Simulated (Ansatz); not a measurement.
Input, command and steps of an Ansatz relaxation.

```yaml
crystal:
  lattice:
    - [0.0, 2.9030030811, 2.9030030811]
    - [2.9030030811, 0.0, 2.9030030811]
    - [2.9030030811, 2.9030030811, 0.0]
  atoms:
    - { symbol: Hf, position: [0.0, 0.0, 0.0] }
    - { symbol: Pt, position: [0.25, 0.25, 0.25] }
    - { symbol: Pt, position: [0.75, 0.75, 0.75] }
basis:
  ecutwfc: 420
kpoints:
  mp_grid: { grid: [6, 6, 6] }
hamiltonian:
  xc: pbe
scf:
  occupations: { method: gaussian, width: 0.1 }
  lower_state_search: "off"
output:
  forces: true
  stress: true
  eigenvalues: true
relax:
  adjacent_minimum: "off"
  f_tol: 0.04
  max_steps: 70
  cell: { stress_tol: 0.4 }
```

```bash
ansatz run input.yaml --threads 1 --pin off --max-ram 2560MiB --backend cpu --events-out ev --progress --plain --runs-dir out
```

These are results of DFT PBE, scalar-relativistic, plane waves, PAW in Ansatz, not measurements.

Of 6 frames 6 are shown, positions in Å and forces in eV/Å; the SCF threshold varies from step to step. Steps run on the plane waves of an earlier cell, with a Pulay correction in the pressure. The basis is chosen afresh for the last frame, the zero of the energies, and at times for earlier ones too; energy and pressure step there, also at an unchanged geometry. Here that happened at step 6 (-3 meV/atom, 0.2 GPa); the frames before carry an error of that size.

```xyz
3
Lattice="0.0000 2.9030 2.9030 2.9030 0.0000 2.9030 2.9030 2.9030 0.0000" Properties=species:S:1:pos:R:3:forces:R:3 pbc="T T T" step=1 free_energy_over_end_meV_per_atom=574.53 pressure_GPa=54.99
Hf    0.0000    0.0000    0.0000    0.0000    0.0000    0.0000
Pt    1.4515    1.4515    1.4515    0.0000    0.0000    0.0000
Pt    4.3545    4.3545    4.3545    0.0000    0.0000    0.0000
3
Lattice="0.0000 3.0445 3.0445 3.0445 0.0000 3.0445 3.0445 3.0445 0.0000" Properties=species:S:1:pos:R:3:forces:R:3 pbc="T T T" step=2 free_energy_over_end_meV_per_atom=73.41 pressure_GPa=14.63
Hf    0.0000    0.0000    0.0000    0.0000    0.0000    0.0000
Pt    1.5223    1.5223    1.5223    0.0000    0.0000    0.0000
Pt    4.5668    4.5668    4.5668    0.0000    0.0000    0.0000
3
Lattice="0.0000 3.1031 3.1031 3.1031 0.0000 3.1031 3.1031 3.1031 0.0000" Properties=species:S:1:pos:R:3:forces:R:3 pbc="T T T" step=3 free_energy_over_end_meV_per_atom=10.40 pressure_GPa=4.31
Hf    0.0000    0.0000    0.0000    0.0000    0.0000    0.0000
Pt    1.5515    1.5515    1.5515    0.0000    0.0000    0.0000
Pt    4.6546    4.6546    4.6546    0.0000    0.0000    0.0000
3
Lattice="0.0000 3.1366 3.1366 3.1366 0.0000 3.1366 3.1366 3.1366 0.0000" Properties=species:S:1:pos:R:3:forces:R:3 pbc="T T T" step=4 free_energy_over_end_meV_per_atom=3.53 pressure_GPa=-0.63
Hf    0.0000    0.0000    0.0000    0.0000    0.0000    0.0000
Pt    1.5683    1.5683    1.5683    0.0000    0.0000    0.0000
Pt    4.7049    4.7049    4.7049    0.0000    0.0000    0.0000
3
Lattice="0.0000 3.1321 3.1321 3.1321 0.0000 3.1321 3.1321 3.1321 0.0000" Properties=species:S:1:pos:R:3:forces:R:3 pbc="T T T" step=5 free_energy_over_end_meV_per_atom=3.31 pressure_GPa=0.00
Hf    0.0000    0.0000    0.0000    0.0000    0.0000    0.0000
Pt    1.5660    1.5660    1.5660    0.0000    0.0000    0.0000
Pt    4.6981    4.6981    4.6981    0.0000    0.0000    0.0000
3
Lattice="0.0000 3.1321 3.1321 3.1321 0.0000 3.1321 3.1321 3.1321 0.0000" Properties=species:S:1:pos:R:3:forces:R:3 pbc="T T T" step=6 free_energy_over_end_meV_per_atom=0.00 pressure_GPa=0.20
Hf    0.0000    0.0000    0.0000    0.0000    0.0000    0.0000
Pt    1.5660    1.5660    1.5660    0.0000    0.0000    0.0000
Pt    4.6981    4.6981    4.6981    0.0000    0.0000    0.0000
```

The start puts this composition into another compound's structure type, which needn't suit it. At the end the space group is Fm-3m (tolerance 0.05 Å).

The run took 6.5 s on 1 thread of Intel(R) Xeon(R) 6975P-C (Granite Rapids), with other jobs on the host, peak memory 0.38 GiB.

The k mesh is coarse. Spin–orbit coupling is left out, which can shift energies with elements as heavy as these.